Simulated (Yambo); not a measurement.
G0W0@LDA for BaTiO3 (space group Amm2, No. 38) in Yambo. Reference settings: 4×4×4 Γ-centred k mesh, bands 2 to 128 and a 8 Ry block in the screening, 128 bands in G with the Bruneval-Gonze terminator, plasmon pole fitted at 27.2 eV. The LDA gap (-0.5, -0.5, -0.5) → Γ on this mesh is 2.13 eV; G0W0 gaps are taken between the same points.

With and without the terminator, as bands are cut:

```csv
bands in G (in W),"gap, terminator (eV)","gap, none (eV)","valence shift, terminator (eV)","valence shift, none (eV)"
35 (35),3.959,4.207,-0.050,0.339
52 (52),3.833,4.016,-0.139,0.250
74 (74),3.826,3.970,-0.251,0.084
101 (101),3.819,3.928,-0.313,-0.048
128 (128),3.821,3.908,-0.355,-0.145
```

Over this range the gap spans 0.140 eV with the terminator and 0.299 eV without, the valence shift 0.305 eV and 0.484 eV. Neither column has reached its limit for certain.

Geometry of the Materials Project entry, not relaxed at this level; primitive cell a = 3.983 Å, b = c = 4.057 Å, α = 89.75°, β = γ = 90.00°.

This is not the ordinary phase of the substance.

A shift is the quasiparticle energy of the state minus its LDA energy.
